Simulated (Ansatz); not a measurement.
Task: Y (hcp (Mg type), P6_3/mmc) is relaxed with the program Ansatz at the LDA level (PAW). What lattice parameters of the conventional cell result?

Result: a = 3.543 Å, c = 5.505 Å.

Its a lies over 2 % below tabulated measurements.

The cell was relaxed with LDA under the symmetry of its start. The run is not spin-polarised. Axis ratios of metals converge slowly with the k-mesh, so a and c are less sure than the volume.

Potentials: the later of the program's two PAW sets.
